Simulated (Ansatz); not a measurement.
In$_{3}$B$_{4}$: relaxation (Ansatz)

Input:

```yaml
crystal:
  lattice:
    - [0.0, 0.0, 3.533816]
    - [3.574517, 0.0, 0.0]
    - [1.787259, 7.79307, -1.766908]
  atoms:
    - { symbol: In, position: [0.1861, 0.8139, 0.3722] }
    - { symbol: In, position: [0.8139, 0.1861, 0.6278] }
    - { symbol: B, position: [0.3607, 0.6393, 0.7214] }
    - { symbol: B, position: [0.6393, 0.3607, 0.2786] }
    - { symbol: In, position: [0.5, 0.0, 0.0] }
    - { symbol: B, position: [0.9351, 0.5649, 0.8702] }
    - { symbol: B, position: [0.0649, 0.4351, 0.1298] }
  symmetry: { tolerance: 0.0003 }
kpoints:
  mp_grid: { grid: [5, 5, 5], shift: [0, 0, 0] }
magnetization:
  spin_polarized: false
scf:
  occupations: { method: fermi_dirac }
  lower_state_search: "off"
hamiltonian:
  pseudopotentials: { kind: paw }
  xc: r2scan
basis:
  ecutwfc: 500
  fft_grid_basis: typed
relax:
  max_steps: 80
  cell: { p_target: 0.0 }
output:
  forces: true
  stress: true
  eigenvalues: true
  bader: true
  populations: true
  elf: true
  write_potential: true
  volumetric_format: npy
  dos:
    e_range: [-12, 8]
    de: 0.05
    projected: { site_lists: { B: [B], In: [In] } }
  write_density: true
checkpoint:
  read: saved_state
```

Launch command:

```bash
ansatz run input.yaml --threads 2 --pin off --max-ram 2560MiB --backend cpu --events-out ev --progress --plain --runs-dir out
```

Origin of the cell: a known structure type with other elements, at an estimated volume, so it need not be a known compound.

The smearing width isn't typed, so it takes its default of 0.1 eV.

The saved state is a converged single point of the same cell.

Steps («new basis» is an SCF on plane waves selected anew at the same cell):

```json
{"step": "1", "ΔF (meV/atom)": "0.0", "max force component (eV/Å)": "1.511", "P (GPa)": "-6.69", "volume (Å³)": "98.44", "SCF iterations": "6", "step was": "accepted"}
{"step": "2", "ΔF (meV/atom)": "-183.3", "max force component (eV/Å)": "1.453", "P (GPa)": "-3.69", "volume (Å³)": "94.99", "SCF iterations": "7", "step was": "accepted"}
{"step": "3", "ΔF (meV/atom)": "-316.2", "max force component (eV/Å)": "0.692", "P (GPa)": "2.80", "volume (Å³)": "91.40", "SCF iterations": "7", "step was": "accepted"}
{"step": "4", "ΔF (meV/atom)": "-364.5", "max force component (eV/Å)": "0.346", "P (GPa)": "2.13", "volume (Å³)": "94.13", "SCF iterations": "7", "step was": "accepted"}
{"step": "5", "ΔF (meV/atom)": "-400.1", "max force component (eV/Å)": "0.438", "P (GPa)": "1.61", "volume (Å³)": "98.56", "SCF iterations": "7", "step was": "accepted"}
{"step": "6", "ΔF (meV/atom)": "-423.3", "max force component (eV/Å)": "0.141", "P (GPa)": "2.65", "volume (Å³)": "101.89", "SCF iterations": "8", "step was": "accepted"}
{"step": "7", "ΔF (meV/atom)": "-425.5", "max force component (eV/Å)": "0.095", "P (GPa)": "-2.23", "volume (Å³)": "109.98", "SCF iterations": "7", "step was": "accepted"}
{"step": "8", "ΔF (meV/atom)": "-428.3", "max force component (eV/Å)": "0.128", "P (GPa)": "-0.54", "volume (Å³)": "105.81", "SCF iterations": "7", "step was": "accepted"}
{"step": "9", "ΔF (meV/atom)": "-429.5", "max force component (eV/Å)": "0.136", "P (GPa)": "-0.30", "volume (Å³)": "105.67", "SCF iterations": "6", "step was": "accepted"}
{"step": "10", "ΔF (meV/atom)": "-430.1", "max force component (eV/Å)": "0.040", "P (GPa)": "1.15", "volume (Å³)": "103.20", "SCF iterations": "6", "step was": "accepted"}
{"step": "11", "ΔF (meV/atom)": "-432.1", "max force component (eV/Å)": "0.034", "P (GPa)": "0.13", "volume (Å³)": "103.86", "SCF iterations": "6", "step was": "accepted"}
{"step": "12", "ΔF (meV/atom)": "-432.1", "max force component (eV/Å)": "0.041", "P (GPa)": "-0.24", "volume (Å³)": "103.80", "SCF iterations": "5", "step was": "accepted"}
{"step": "13", "ΔF (meV/atom)": "-432.8", "max force component (eV/Å)": "0.023", "P (GPa)": "0.00", "volume (Å³)": "103.08", "SCF iterations": "6", "step was": "accepted"}
{"step": "14", "ΔF (meV/atom)": "-434.3", "max force component (eV/Å)": "0.399", "P (GPa)": "1.03", "volume (Å³)": "100.68", "SCF iterations": "7", "step was": "accepted"}
{"step": "15", "ΔF (meV/atom)": "-437.2", "max force component (eV/Å)": "0.143", "P (GPa)": "0.38", "volume (Å³)": "101.94", "SCF iterations": "6", "step was": "accepted"}
{"step": "16", "ΔF (meV/atom)": "-440.8", "max force component (eV/Å)": "0.083", "P (GPa)": "0.85", "volume (Å³)": "102.01", "SCF iterations": "8", "step was": "accepted"}
{"step": "17", "ΔF (meV/atom)": "-441.5", "max force component (eV/Å)": "0.029", "P (GPa)": "0.10", "volume (Å³)": "102.65", "SCF iterations": "7", "step was": "accepted"}
{"step": "18", "ΔF (meV/atom)": "-441.6", "max force component (eV/Å)": "0.022", "P (GPa)": "-0.03", "volume (Å³)": "102.60", "SCF iterations": "6", "step was": "accepted"}
{"step": "19", "ΔF (meV/atom)": "-441.6", "max force component (eV/Å)": "0.018", "P (GPa)": "-0.01", "volume (Å³)": "102.44", "SCF iterations": "7", "step was": "accepted"}
{"step": "20", "ΔF (meV/atom)": "-441.6", "max force component (eV/Å)": "0.031", "P (GPa)": "-0.24", "volume (Å³)": "102.56", "SCF iterations": "7", "step was": "rejected"}
{"step": "21", "ΔF (meV/atom)": "-441.7", "max force component (eV/Å)": "0.004", "P (GPa)": "-0.01", "volume (Å³)": "102.39", "SCF iterations": "8", "step was": "accepted"}
{"step": "22", "ΔF (meV/atom)": "-451.1", "max force component (eV/Å)": "0.005", "P (GPa)": "0.77", "volume (Å³)": "102.39", "SCF iterations": "7", "step was": "new basis"}
{"step": "23", "ΔF (meV/atom)": "-455.1", "max force component (eV/Å)": "0.027", "P (GPa)": "0.70", "volume (Å³)": "103.40", "SCF iterations": "7", "step was": "accepted"}
{"step": "24", "ΔF (meV/atom)": "-462.1", "max force component (eV/Å)": "0.037", "P (GPa)": "0.75", "volume (Å³)": "104.86", "SCF iterations": "7", "step was": "accepted"}
{"step": "25", "ΔF (meV/atom)": "-473.6", "max force component (eV/Å)": "0.072", "P (GPa)": "1.12", "volume (Å³)": "106.74", "SCF iterations": "6", "step was": "accepted"}
{"step": "26", "ΔF (meV/atom)": "-478.8", "max force component (eV/Å)": "0.079", "P (GPa)": "0.73", "volume (Å³)": "109.97", "SCF iterations": "7", "step was": "accepted"}
{"step": "27", "ΔF (meV/atom)": "-478.3", "max force component (eV/Å)": "0.146", "P (GPa)": "-0.47", "volume (Å³)": "111.31", "SCF iterations": "7", "step was": "rejected"}
{"step": "28", "ΔF (meV/atom)": "-479.1", "max force component (eV/Å)": "0.010", "P (GPa)": "-0.15", "volume (Å³)": "111.04", "SCF iterations": "10", "step was": "accepted"}
{"step": "29", "ΔF (meV/atom)": "-479.2", "max force component (eV/Å)": "0.012", "P (GPa)": "0.04", "volume (Å³)": "110.79", "SCF iterations": "5", "step was": "accepted"}
{"step": "30", "ΔF (meV/atom)": "-479.2", "max force component (eV/Å)": "0.011", "P (GPa)": "0.00", "volume (Å³)": "110.85", "SCF iterations": "5", "step was": "accepted"}
{"step": "31", "ΔF (meV/atom)": "-479.2", "max force component (eV/Å)": "0.000", "P (GPa)": "0.00", "volume (Å³)": "110.85", "SCF iterations": "4", "step was": "accepted"}
{"step": "32", "ΔF (meV/atom)": "-479.6", "max force component (eV/Å)": "0.001", "P (GPa)": "0.01", "volume (Å³)": "110.85", "SCF iterations": "6", "step was": "new basis"}
```

Step 1, with forces in eV/Å:

```xyz
7
Lattice="0.000 0.000 3.534 3.575 0.000 0.000 1.787 7.793 -1.767" Properties=species:S:1:pos:R:3:forces:R:3 pbc="T T T" step=1
In    3.575    2.901    0.000    0.000   -0.063    0.000
In    1.787    4.892    1.767    0.000    0.063    0.000
B     3.575    5.622    0.000    0.000    1.511    0.000
B     1.787    2.171    1.767    0.000   -1.511    0.000
In    0.000    0.000    1.767    0.000    0.000    0.000
B     3.575    6.782    1.767    0.000    0.216    0.000
B     1.787    1.012    0.000    0.000   -0.216    0.000
```

Step 3, with forces in eV/Å:

```xyz
7
Lattice="0.000 0.000 3.191 3.878 0.000 0.000 1.939 7.385 -1.596" Properties=species:S:1:pos:R:3:forces:R:3 pbc="T T T" step=3
In    3.878    2.793    0.000    0.000    0.208    0.000
In    1.939    4.592    1.596    0.000   -0.208    0.000
B     3.878    5.564    0.000    0.000    0.692    0.000
B     1.939    1.821    1.596    0.000   -0.692    0.000
In    0.000    0.000    1.596    0.000    0.000    0.000
B     3.878    6.440    1.596    0.000   -0.587    0.000
B     1.939    0.945    0.000    0.000    0.587    0.000
```

Step 4, with forces in eV/Å:

```xyz
7
Lattice="0.000 0.000 3.134 4.053 0.000 0.000 2.026 7.411 -1.567" Properties=species:S:1:pos:R:3:forces:R:3 pbc="T T T" step=4
In    4.053    2.834    0.000    0.000    0.110    0.000
In    2.026    4.577    1.567    0.000   -0.110    0.000
B     4.053    5.662    0.000    0.000    0.346    0.000
B     2.026    1.749    1.567    0.000   -0.346    0.000
In    0.000    0.000    1.567    0.000    0.000    0.000
B     4.053    6.431    1.567    0.000   -0.279    0.000
B     2.026    0.980    0.000    0.000    0.279    0.000
```

Step 6, with forces in eV/Å:

```xyz
7
Lattice="0.000 0.000 3.074 4.402 0.000 0.000 2.201 7.531 -1.537" Properties=species:S:1:pos:R:3:forces:R:3 pbc="T T T" step=6
In    4.402    2.885    0.000    0.000    0.112    0.000
In    2.201    4.646    1.537    0.000   -0.112    0.000
B     4.402    5.948    0.000    0.000   -0.046    0.000
B     2.201    1.583    1.537    0.000    0.046    0.000
In    0.000    0.000    1.537    0.000    0.000    0.000
B     4.402    6.484    1.537    0.000    0.141    0.000
B     2.201    1.047    0.000    0.000   -0.141    0.000
```

Step 7, with forces in eV/Å:

```xyz
7
Lattice="0.000 0.000 3.131 4.574 0.000 0.000 2.287 7.681 -1.565" Properties=species:S:1:pos:R:3:forces:R:3 pbc="T T T" step=7
In    4.574    3.018    0.000    0.000   -0.024    0.000
In    2.287    4.662    1.565    0.000    0.024    0.000
B     4.574    6.161    0.000    0.000    0.095    0.000
B     2.287    1.519    1.565    0.000   -0.095    0.000
In    0.000    0.000    1.565    0.000    0.000    0.000
B     4.574    6.654    1.565    0.000   -0.012    0.000
B     2.287    1.027    0.000    0.000    0.012    0.000
```

Step 9, with forces in eV/Å:

```xyz
7
Lattice="0.000 0.000 3.126 4.525 0.000 0.000 2.262 7.471 -1.563" Properties=species:S:1:pos:R:3:forces:R:3 pbc="T T T" step=9
In    4.525    2.900    0.000    0.000    0.133    0.000
In    2.262    4.571    1.563    0.000   -0.133    0.000
B     4.525    5.957    0.000    0.000   -0.136    0.000
B     2.262    1.515    1.563    0.000    0.136    0.000
In    0.000    0.000    1.563    0.000    0.000    0.000
B     4.525    6.469    1.563    0.000    0.034    0.000
B     2.262    1.003    0.000    0.000   -0.034    0.000
```

Step 10, with forces in eV/Å:

```xyz
7
Lattice="0.000 0.000 3.088 4.501 0.000 0.000 2.250 7.425 -1.544" Properties=species:S:1:pos:R:3:forces:R:3 pbc="T T T" step=10
In    4.501    2.917    0.000    0.000   -0.040    0.000
In    2.250    4.508    1.544    0.000    0.040    0.000
B     4.501    5.872    0.000    0.000   -0.002    0.000
B     2.250    1.553    1.544    0.000    0.002    0.000
In    0.000    0.000    1.544    0.000    0.000    0.000
B     4.501    6.431    1.544    0.000   -0.015    0.000
B     2.250    0.994    0.000    0.000    0.015    0.000
```

Step 12, with forces in eV/Å:

```xyz
7
Lattice="0.000 0.000 3.113 4.553 0.000 0.000 2.276 7.325 -1.556" Properties=species:S:1:pos:R:3:forces:R:3 pbc="T T T" step=12
In    4.553    2.889    0.000    0.000    0.005    0.000
In    2.276    4.435    1.556    0.000   -0.005    0.000
B     4.553    5.766    0.000    0.000    0.041    0.000
B     2.276    1.558    1.556    0.000   -0.041    0.000
In    0.000    0.000    1.556    0.000    0.000    0.000
B     4.553    6.337    1.556    0.000   -0.025    0.000
B     2.276    0.988    0.000    0.000    0.025    0.000
```

Step 13, with forces in eV/Å:

```xyz
7
Lattice="0.000 0.000 3.116 4.584 0.000 0.000 2.292 7.218 -1.558" Properties=species:S:1:pos:R:3:forces:R:3 pbc="T T T" step=13
In    4.584    2.862    0.000    0.000   -0.009    0.000
In    2.292    4.356    1.558    0.000    0.009    0.000
B     4.584    5.663    0.000    0.000    0.012    0.000
B     2.292    1.555    1.558    0.000   -0.012    0.000
In    0.000    0.000    1.558    0.000    0.000    0.000
B     4.584    6.241    1.558    0.000   -0.023    0.000
B     2.292    0.976    0.000    0.000    0.023    0.000
```

Step 15, with forces in eV/Å:

```xyz
7
Lattice="0.000 0.000 3.123 4.693 0.000 0.000 2.346 6.955 -1.562" Properties=species:S:1:pos:R:3:forces:R:3 pbc="T T T" step=15
In    4.693    2.766    0.000    0.000   -0.143    0.000
In    2.346    4.189    1.562    0.000    0.143    0.000
B     4.693    5.409    0.000    0.000    0.092    0.000
B     2.346    1.546    1.562    0.000   -0.092    0.000
In    0.000    0.000    1.562    0.000    0.000    0.000
B     4.693    5.998    1.562    0.000   -0.074    0.000
B     2.346    0.957    0.000    0.000    0.074    0.000
```

Step 17, with forces in eV/Å:

```xyz
7
Lattice="0.000 0.000 3.131 4.854 0.000 0.000 2.427 6.755 -1.565" Properties=species:S:1:pos:R:3:forces:R:3 pbc="T T T" step=17
In    4.854    2.649    0.000    0.000   -0.004    0.000
In    2.427    4.106    1.565    0.000    0.004    0.000
B     4.854    5.240    0.000    0.000   -0.029    0.000
B     2.427    1.515    1.565    0.000    0.029    0.000
In    0.000    0.000    1.565    0.000    0.000    0.000
B     4.854    5.808    1.565    0.000   -0.016    0.000
B     2.427    0.946    0.000    0.000    0.016    0.000
```

Step 18, with forces in eV/Å:

```xyz
7
Lattice="0.000 0.000 3.134 4.829 0.000 0.000 2.415 6.779 -1.567" Properties=species:S:1:pos:R:3:forces:R:3 pbc="T T T" step=18
In    4.829    2.661    0.000    0.000   -0.016    0.000
In    2.415    4.119    1.567    0.000    0.016    0.000
B     4.829    5.258    0.000    0.000   -0.022    0.000
B     2.415    1.522    1.567    0.000    0.022    0.000
In    0.000    0.000    1.567    0.000    0.000    0.000
B     4.829    5.827    1.567    0.000    0.013    0.000
B     2.415    0.952    0.000    0.000   -0.013    0.000
```

Step 22, with forces in eV/Å:

```xyz
7
Lattice="0.000 0.000 3.134 4.816 0.000 0.000 2.408 6.785 -1.567" Properties=species:S:1:pos:R:3:forces:R:3 pbc="T T T" step=22
In    4.816    2.659    0.000    0.000   -0.005    0.000
In    2.408    4.126    1.567    0.000    0.005    0.000
B     4.816    5.255    0.000    0.000    0.002    0.000
B     2.408    1.530    1.567    0.000   -0.002    0.000
In    0.000    0.000    1.567    0.000    0.000    0.000
B     4.816    5.832    1.567    0.000   -0.003    0.000
B     2.408    0.953    0.000    0.000    0.003    0.000
```

Step 23, with forces in eV/Å:

```xyz
7
Lattice="0.000 0.000 3.133 4.903 0.000 0.000 2.451 6.731 -1.567" Properties=species:S:1:pos:R:3:forces:R:3 pbc="T T T" step=23
In    4.903    2.636    0.000    0.000   -0.003    0.000
In    2.451    4.095    1.567    0.000    0.003    0.000
B     4.903    5.221    0.000    0.000    0.012    0.000
B     2.451    1.510    1.567    0.000   -0.012    0.000
In    0.000    0.000    1.567    0.000    0.000    0.000
B     4.903    5.786    1.567    0.000   -0.027    0.000
B     2.451    0.944    0.000    0.000    0.027    0.000
```

Step 25, with forces in eV/Å:

```xyz
7
Lattice="0.000 0.000 3.123 5.208 0.000 0.000 2.604 6.563 -1.561" Properties=species:S:1:pos:R:3:forces:R:3 pbc="T T T" step=25
In    5.208    2.569    0.000    0.000    0.072    0.000
In    2.604    3.993    1.561    0.000   -0.072    0.000
B     5.208    5.115    0.000    0.000    0.029    0.000
B     2.604    1.448    1.561    0.000   -0.029    0.000
In    0.000    0.000    1.561    0.000    0.000    0.000
B     5.208    5.640    1.561    0.000   -0.008    0.000
B     2.604    0.923    0.000    0.000    0.008    0.000
```

Step 26, with forces in eV/Å:

```xyz
7
Lattice="0.000 0.000 3.113 5.383 0.000 0.000 2.691 6.563 -1.556" Properties=species:S:1:pos:R:3:forces:R:3 pbc="T T T" step=26
In    5.383    2.601    0.000    0.000    0.079    0.000
In    2.691    3.963    1.556    0.000   -0.079    0.000
B     5.383    5.154    0.000    0.000   -0.066    0.000
B     2.691    1.409    1.556    0.000    0.066    0.000
In    0.000    0.000    1.556    0.000    0.000    0.000
B     5.383    5.646    1.556    0.000    0.006    0.000
B     2.691    0.918    0.000    0.000   -0.006    0.000
```

Step 32, with forces in eV/Å:

```xyz
7
Lattice="0.000 0.000 3.122 5.392 0.000 0.000 2.696 6.585 -1.561" Properties=species:S:1:pos:R:3:forces:R:3 pbc="T T T" step=32
In    5.392    2.623    0.000    0.000    0.000    0.000
In    2.696    3.962    1.561    0.000    0.000    0.000
B     5.392    5.174    0.000    0.000    0.000    0.000
B     2.696    1.411    1.561    0.000    0.000    0.000
In    0.000    0.000    1.561    0.000    0.000    0.000
B     5.392    5.665    1.561    0.000   -0.001    0.000
B     2.696    0.920    0.000    0.000    0.001    0.000
```

- Free energy lowered by: 479.6 meV/atom
- Volume change: 12.60 %
- Final pressure: 0.01 GPa
- Relaxation steps listed: 32

Caveats: no dispersion correction, so spacings can come out too large where layers or molecules are weakly bound; no moments, though an odd count or open d shells may carry them; the k mesh is coarse if the cell is a metal; the relaxation held the start's symmetry, so the end may be a saddle point.

Time: 5 min on 2 threads of Arm Neoverse V2, with other jobs on the host, peak memory 0.65 GiB, from a saved density.
